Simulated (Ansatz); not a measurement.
Pt (Im-3m), stationary points along a deformation path

The calculation used Ansatz 0.2.0, DFT r2SCAN, scalar-relativistic, plane waves, PAW. The runs took a 500 eV cutoff, a Γ-centred 24×24×24 mesh and Gaussian smearing (0.15 eV). Spin–orbit coupling is left out, which can shift energies with elements as heavy as these. No spin polarisation. Energies are free energies at this smearing, counted from the undisturbed cell; pressure is positive in compression.

Zero of the scan (as given, not relaxed at this level; it stands at -6.5 GPa; this bcc form isn't the usual structure):

```
Pt
1.0
    -1.58422    1.58422    1.58422
     1.58422   -1.58422    1.58422
     1.58422    1.58422   -1.58422
Pt
1
Direct
  0.00000 0.00000 0.00000
```

At fixed volume and fractional coordinates, lengths along (0.000, 0.000, 1.000) are scaled against those across it; ρ is that ratio over its starting value. V = 15.904 Å³/atom. Δσ is the stress along the axis less the mean stress across it (compression positive).

```csv
ρ,ΔE (meV/atom),Δσ (GPa),space group
0.650,458.0,94.58,I4/mmm
0.707,71.3,46.56,I4/mmm
0.780,-92.2,6.76,I4/mmm
0.850,-72.5,-10.15,I4/mmm
0.920,-20.7,-7.57,I4/mmm
1.000,0.0,0.00,Im-3m
1.100,-19.8,5.21,I4/mmm
1.200,-50.9,5.12,I4/mmm
1.300,-75.2,4.03,I4/mmm
1.414,-88.7,0.01,Fm-3m
```

Problem. How does the stress give the slope of the energy, and where is the energy stationary?

Solution. Along the path d ln(length) is 2/3 d ln ρ on the axis and −1/3 d ln ρ across it, so dE/d ln ρ = −(2/3) V Δσ: the energy falls with ρ where Δσ is positive. Δσ vanishes or changes sign between ρ = 0.780 and 0.850, a minimum (near 0.81 by linear interpolation); at ρ = 1.000 (Im-3m), a maximum at 0.0 meV/atom; at ρ = 1.414 (Fm-3m, an end of the scan), at -88.7 meV/atom. Pairs of stationary points between two samples would go unseen, and could change a minimum read from distant neighbours into a maximum. At ρ = 1.000, 1.414 the cell is cubic, where symmetry alone makes the stress isotropic and the slope zero.

Problem. Which shear constant sets the curvature at ρ = 1?

Solution. For a cubic crystal E/V = (2/3) C (ln ρ)² with C = C′ = (C11 − C12)/2, so Δσ = −2C ln ρ. The parabola of Δσ against ln ρ through ρ = 0.920, 1 and 1.100 gives C ≈ -37 GPa with the ions clamped, rough because the steps are large. It is the stress–strain coefficient at this cell's pressure of -6.5 GPa, not the zero-pressure constant. It is negative, so the cubic cell is unstable to this shear.

Problem. Integrate that slope from ρ = 1 to 0.780 by the trapezoid rule.

Solution. With V/N in Å³ and 1 eV/Å³ = 160.2 GPa the slopes at ρ = 1.000, 0.920, 0.850, 0.780 are 0, 501, 672, -447 meV/atom per unit of ln ρ. The steps add (-20.9) + (-46.4) + (-9.7) = -76.9 meV/atom, against -92.2 from the energies; the trapezoid rule misses the curvature of the slope within each step.

Problem. Is the start the lowest point of the path?

Solution. No: ρ = 0.780 lies 92.2 meV/atom lower, with no sampled rise above the start on the way. Volume and inner coordinates are held, so a relaxed structure there would lie lower still.

In a metal these slopes depend on the k mesh and the smearing.